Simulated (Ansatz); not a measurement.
Relaxed-ion elastic tensor of BaNbNO₂ in space group P4/mmm (No. 123; Ba on 1a, Nb on 1d, N on 1c, O on 2e) in GPa (Voigt order), PBEsol (plane waves, PAW; program Ansatz); density 6.72 g/cm³, 13.65 Å³ per atom.

```
 356   105  98.6   0.0   0.0   0.0
 105   356  98.6   0.0   0.0   0.0
98.6  98.6   403   0.0   0.0   0.0
 0.0   0.0   0.0   112   0.0   0.0
 0.0   0.0   0.0   0.0   112   0.0
 0.0   0.0   0.0   0.0   0.0   112
```

Question: Is the crystal mechanically stable?

Answer: Yes: the smallest eigenvalue of C is 112 GPa.

Question: Work out the Voigt, Reuss and Hill averages.

Answer: K_V = 191, K_R = 191, K_H = 191; G_V = 121, G_R = 120, G_H = 121 GPa.

Question: Give Young's modulus, Poisson's ratio, Pugh's ratio and the universal anisotropy index.

Answer: E = 9KG/(3K + G) = 299 GPa; ν = 0.24; K/G = 1.58 (brittle by the Pugh limit of 1.75); A_U = 5G_V/G_R + K_V/K_R − 6 = 0.06.

Question: Estimate the sound speeds and the Debye temperature.

Answer: v_l = √((K + 4G/3)/ρ) = 7230 m/s, v_t = √(G/ρ) = 4240 m/s, mean 4700 m/s; Θ = (h/k)(3n/4πV)^(1/3) v_m = 585 K.

Question: Solve the Christoffel equation for the three sound speeds along x, y, z.

Answer: Eigenvalues of C_ijkl n_j n_l equal ρv². In km/s, slowest first: x 4.08, 4.08, 7.28; y 4.08, 4.08, 7.28; z 4.08, 4.08, 7.75.

Question: How much does each axis shrink under pressure?

Answer: Linear compressibilities β_i = Σ_j S_ij (j = 1 to 3): x 1.8, y 1.8, z 1.6 per TPa.

The first step of the workflow began from a Materials Project structure, measured or hypothetical; the Crystallography Open Database copy checked does not list it. With N and O taken as one species the cell has the higher symmetry Pm-3m, so it may be an ordered model of a mixed-site phase. Its standing as an ambient phase is unchecked. Symmetry was held in the PBEsol relaxation. At this level the phase is dynamically unstable (imaginary phonons). No spin polarisation was allowed. As this level gives no gap, shear constants depend on the k-mesh and smearing (Fermi–Dirac, 0.1 eV here). Scalar-relativistic: spin–orbit coupling is off unless named, which matters more the heavier the elements.

Potentials: the later of the program's two PAW sets.
